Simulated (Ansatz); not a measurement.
Input file for Ansatz (a quantum-chemistry and plane-wave program):

Ansatz 0.2 input:
```yaml
crystal:
  lattice:
    - [3.9972947549, 2.3078392028, 2.6207455895]
    - [-3.9972947549, 2.3078392028, 2.6207455895]
    - [0.0, -4.6156784056, 2.6207455895]
  atoms:
    - { symbol: Si, position: [0.7148228743, 0.2851771257, 0.5] }
    - { symbol: Si, position: [0.5, 0.7148228743, 0.2851771257] }
    - { symbol: Si, position: [0.2851771257, 0.5, 0.7148228743] }
    - { symbol: O, position: [0.3089736516, 0.6910263484, 0.5] }
    - { symbol: O, position: [0.5, 0.3089736516, 0.6910263484] }
    - { symbol: O, position: [0.6910263484, 0.5, 0.3089736516] }
    - { symbol: O, position: [0.0, 0.3336120041, 0.6663879959] }
    - { symbol: O, position: [0.6663879959, 0.0, 0.3336120041] }
    - { symbol: O, position: [0.3336120041, 0.6663879959, 0.0] }
kpoints:
  mp_grid: { grid: [5, 5, 5] }
basis: { xc_grid: 2 }
hamiltonian:
  xc: pbesol
  pseudopotentials: { kind: paw }
scf:
  occupations: { method: fixed }
output:
  optics: { e_range: [0.0, 15.0], de: 0.05, sigma: 0.1, bands: { spectra_wanted_up_to: 12 eV } }
```

Output (shortened):

```
output.optics: the spectra are integrated over the Brillouin zone by k·p interpolation around the k-points, where levels, occupations, output.optics.sigma and …
Pseudopotentials: kind: paw
Pseudopotential: Si, paw, valence charge 4
Pseudopotential: O, paw, valence charge 6
Functional definition: PBEsol
Crystal: 9 atoms, lattice volume = 145.060 Å³
Basis set: ecut = 420 eV, 2829 PW (Γ), exchange–correlation on 72×72×72 points (8 copies of the dense FFT grid, shifted against one another)
Bands: 33, of which v1, the nominal top of the filled ones, is band 24 counted from 1 (23 counted from 0)
Symmetry: 6 space group operations
Space group: R32 (ITA 155), of the structure as read, at distance tolerance 5.3e-5 Å
k-points: 19 of 125 (time reversal used)
PAW frozen core: Si, regenerated for the run's functional, and the local potential with it
PAW frozen core: O, regenerated for the run's functional, and the local potential with it
Initial wavefunctions: pseudopotential atomic-orbital guess
Eigensolver: davidson
Functional: x = pbesol(κ = 0.804, μ = 0.12345679012345678), c = pbesol(β = 0.046)
SCF iter   1: F=—  HF=-5239.678520 eV  |F-HF|=—  |Δ(HF+E_count)|=         —  Δρ=1.11e-2  dr2=1.35e-1  ethr=1.77e-3  ⟨swp⟩=4.8  Hψ=2842  notcnv=0  defer=124
all-band conjugate gradients solve this SCF's bands
preconditioner: auto → Resta (q_TF=auto, 2.269 Å⁻¹)
SCF iter   2: F=—  HF=-5239.640562 eV  |F-HF|=—  |Δ(HF+E_count)|=   3.80e-2  Δρ=1.79e-3  dr2=2.01e-3  ethr=2.81e-4  ⟨swp⟩=2.5  Hψ=1128  notcnv=0  defer=131
SCF iter   3: F=—  HF=-5239.640801 eV  |F-HF|=—  |Δ(HF+E_count)|=   2.39e-4  Δρ=6.91e-4  dr2=5.10e-4  ethr=4.18e-6  ⟨swp⟩=2.0  Hψ=952  notcnv=0  defer=133
SCF iter   4: F=—  HF=-5239.641159 eV  |F-HF|=—  |Δ(HF+E_count)|=   3.58e-4  Δρ=1.29e-4  dr2=2.68e-5  ethr=1.06e-6  ⟨swp⟩=2.0  Hψ=838  notcnv=0  defer=133
SCF iter   5: F=—  HF=-5239.640830 eV  |F-HF|=—  |Δ(HF+E_count)|=   3.29e-4  Δρ=5.22e-5  dr2=3.71e-6  ethr=5.58e-8  ⟨swp⟩=2.0  Hψ=946  notcnv=0  defer=128
SCF iter   6: F=—  HF=-5239.640829 eV  |F-HF|=—  |Δ(HF+E_count)|=   1.54e-6  Δρ=3.04e-5  dr2=1.13e-6  ethr=7.73e-9  ⟨swp⟩=2.0  Hψ=929  notcnv=0  defer=60
SCF iter   7: F=—  HF=-5239.640829 eV  |F-HF|=—  |Δ(HF+E_count)|=   8.44e-8  Δρ=5.68e-6  dr2=4.91e-8  ethr=2.36e-9  ⟨swp⟩=2.0  Hψ=864  notcnv=0  defer=60
SCF iter   8: F=—  HF=-5239.640829 eV  |F-HF|=—  |Δ(HF+E_count)|=   3.05e-8  Δρ=8.92e-7  dr2=2.04e-9  ethr=1.02e-10  ⟨swp⟩=2.0  Hψ=871  notcnv=0  defer=61
SCF iter  10: F=-5239.640829 eV  HF=-5239.640829 eV  |F-HF|=4.55e-12  |Δ(HF+E_count)|=  1.91e-10  Δρ=3.81e-8  dr2=2.34e-12  ethr=1.00e-12  ⟨swp⟩=12.6  Hψ=2932  notcnv=0
SCF 1 converged in 10 iterations: F = -5239.640829 eV  dr2 = 2.34e-12
NSCF: frozen V_eff on 19 k-points
Optics k sum: 0 of 19 k-points
Optics k sum: 1 of 19 k-points
Optics k sum: 2 of 19 k-points
Optics k sum: 3 of 19 k-points
Optics k sum: 4 of 19 k-points
Optics k sum: 5 of 19 k-points
Optics k sum: 6 of 19 k-points
Optics k sum: 7 of 19 k-points
Optics k sum: 8 of 19 k-points
Optics k sum: 9 of 19 k-points
Optics k sum: 10 of 19 k-points
Optics k sum: 11 of 19 k-points
Optics k sum: 12 of 19 k-points
Optics k sum: 13 of 19 k-points
Optics k sum: 14 of 19 k-points
Optics k sum: 15 of 19 k-points
Optics k sum: 16 of 19 k-points
Optics k sum: 17 of 19 k-points
Optics k sum: 18 of 19 k-points
Optics k sum: 19 of 19 k-points
Optics k sum: 0 of 19 k-points
Optics k sum: 1 of 19 k-points
Optics k sum: 2 of 19 k-points
Optics k sum: 3 of 19 k-points
Optics k sum: 4 of 19 k-points
Optics k sum: 5 of 19 k-points
Optics k sum: 6 of 19 k-points
Optics k sum: 7 of 19 k-points
Optics k sum: 8 of 19 k-points
Optics k sum: 9 of 19 k-points
Optics k sum: 10 of 19 k-points
Optics k sum: 11 of 19 k-points
Optics k sum: 12 of 19 k-points
Optics k sum: 13 of 19 k-points
Optics k sum: 14 of 19 k-points
Optics k sum: 15 of 19 k-points
Optics k sum: 16 of 19 k-points
Optics k sum: 17 of 19 k-points
Optics k sum: 18 of 19 k-points
Optics k sum: 19 of 19 k-points
NSCF: frozen V_eff on 1 k-points
NSCF: frozen V_eff on 1 k-points
NSCF: frozen V_eff on 1 k-points
NSCF: frozen V_eff on 1 k-points
NSCF: frozen V_eff on 1 k-points
output.optics: what the bands over the 54 summed would add to eps1, eps2 and the energy-loss function is held between a lower and an upper bound (9 Lanczos …
SCF converged after 10 iterations
Free energy (F): -5239.640829 eV
Harris-Foulkes:  -5239.640829 eV  (|F-HF|=4.55e-12)
Internal energy: -5239.640829 eV  (E = F + TS)
E sigma→0 (E₀):  -5239.640829 eV
Fermi energy:    0.179884 eV
--- Per-component energies (eV) ---
  E_band       = -314.263552
  E_kinetic    = 1201.918359
  E_local      = -3843.405180  (includes V_loc(G=0)·N_el)
  E_nonlocal   = 362.861136
  E_hartree    = 1449.592843
  E_xc         = -604.464425
  E_vxc        = -705.680000  (∫ρ·V_xc dr)
  E_paw        = -2417.333077  (= ΣΔE_a)
  E_vpaw       = -229.158992  (= ΣTr[D̂ρ^β])
  E_aug_tail   = 0.015434  (compensation charges beyond the density's cutoff)
  E_ewald      = -1389.132328
  E_core_change = 0.306409  (= ΣΔE_core)
  E_smearing   =  0.000000  (= −TS)
  E_closure    =  0.000000  (closes the sum)
  Σ components = -5239.640829   (vs F -5239.640829, Δ=0.00e0)
  [band-id]    e_kinetic+e_local+e_nonlocal+2·e_hartree+e_vxc+e_vpaw+e_augmentation_tail = -314.263558   (vs E_band -314.263552, Δ=-5.41e-6)
--- Band table (eV; the first three rows and the last of 19) ---
  k-point 0: bands = ["-19.0480", "-17.4780", "-17.4780", "-17.0587", "-16.9154", "-16.9154", "-8.0655", "-8.0655", "-5.4203", "-4.7196", "-4.7196", "-4.3535", "-3.5603", "-2.3853", "-2.3853", "-1.6009", "-1.5476", "-1.5476", "-1.4751", "-0.6873", "-0.6873", "-0.1872", "-0.1872", "0.1794", "5.8325", "9.3297", "9.4390", "9.4390", "9.4512", "10.2694", "10.2694", "11.1060", "11.1960"]
  k-point 1: bands = ["-18.9813", "-17.7622", "-17.3065", "-17.0360", "-16.9483", "-16.8779", "-8.3841", "-7.5504", "-5.4156", "-4.8401", "-4.6714", "-4.4093", "-3.5410", "-2.4365", "-2.2931", "-1.8093", "-1.5467", "-1.5322", "-1.4155", "-0.7352", "-0.6730", "-0.4229", "-0.0403", "0.0966", "6.2003", "9.0561", "9.2321", "9.6265", "9.7277", "10.2575", "10.5722", "11.0350", "11.1883"]
  k-point 2: bands = ["-18.8378", "-18.0401", "-17.2485", "-16.9822", "-16.9615", "-16.8723", "-8.5262", "-7.0033", "-5.4694", "-4.9875", "-4.6579", "-4.5128", "-3.5147", "-2.4906", "-2.1845", "-2.0789", "-1.4972", "-1.4573", "-1.3991", "-0.8457", "-0.7117", "-0.6091", "-0.0971", "0.1173", "7.0734", "8.3321", "8.9560", "9.6447", "10.2619", "10.4897", "11.0468", "11.1560", "11.3204"]
  k-point 18: bands = ["-18.4192", "-18.0733", "-17.8692", "-16.9709", "-16.8897", "-16.8734", "-7.5332", "-6.7232", "-6.1066", "-5.2444", "-4.7098", "-4.5446", "-3.4963", "-2.6207", "-2.1766", "-2.1448", "-1.8600", "-1.1505", "-1.0294", "-0.8384", "-0.8161", "-0.7115", "-0.5451", "-0.4153", "8.5650", "9.0281", "9.4918", "9.6953", "10.2186", "10.3970", "10.6647", "11.3220", "11.9105"]
  band table: 33 of 33 bands, residual norms ≤ 1.0e-3 eV
```

Cost: about 110 core-seconds (a rough figure) on shared cores.

The first step of the workflow began from a Materials Project structure, measured or hypothetical; the Crystallography Open Database copy checked does not list it. It is not the phase usual at ambient conditions (space group No. 92, 152, 154). Symmetry was held in the PBEsol relaxation; its stability against distortions is not shown here.

Potentials: the later of the program's two PAW sets.

Ansatz is a plane-wave DFT program.
